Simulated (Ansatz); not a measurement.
Relaxed-ion elastic tensor of V$_{2}$O$_{5}$ in space group Pnma (No. 62; Pearson symbol oP28) in GPa (Voigt order), PBEsol in the plane-wave PAW code Ansatz; density 3.31 g/cm³, 13.02 Å³ per atom.

```
68.6  35.1   0.5   0.0   0.0   0.0
35.1   183   4.9   0.0   0.0   0.0
 0.5   4.9  17.6   0.0   0.0   0.0
 0.0   0.0   0.0  18.0   0.0   0.0
 0.0   0.0   0.0   0.0  17.4   0.0
 0.0   0.0   0.0   0.0   0.0  34.5
```

**Question.** Is the crystal mechanically stable?

**Answer.** Yes: the smallest eigenvalue of C is 17.4 GPa.

**Question.** Work out the Voigt, Reuss and Hill averages.

**Answer.** K_V = 38.9, K_R = 14.1, K_H = 26.5; G_V = 29.3, G_R = 19.7, G_H = 24.5 GPa.

**Question.** Give Young's modulus, Poisson's ratio, Pugh's ratio and the universal anisotropy index.

**Answer.** E = 9KG/(3K + G) = 56.2 GPa; ν = 0.15; K/G = 1.08 (brittle by the Pugh limit of 1.75); A_U = 5G_V/G_R + K_V/K_R − 6 = 4.18.

**Question.** Estimate the sound speeds and the Debye temperature.

**Answer.** v_l = √((K + 4G/3)/ρ) = 4230 m/s, v_t = √(G/ρ) = 2720 m/s, mean 2980 m/s; Θ = (h/k)(3n/4πV)^(1/3) v_m = 378 K.

**Question.** How much does each axis shrink under pressure?

**Answer.** Linear compressibilities β_i = Σ_j S_ij (j = 1 to 3): x 13, y 1.4, z 56 per TPa.

The first step of the workflow began from a Materials Project structure, measured or hypothetical; the Crystallography Open Database copy checked does not list it. COD files the formula under space group No. 31, 59. Whether it is the stable phase at ambient conditions was not checked. The PBEsol relaxation kept the symmetry of its start; its stability against distortions is not shown here. No spin polarisation was allowed. No Hubbard U is applied.

Potentials: the later of the program's two PAW sets.
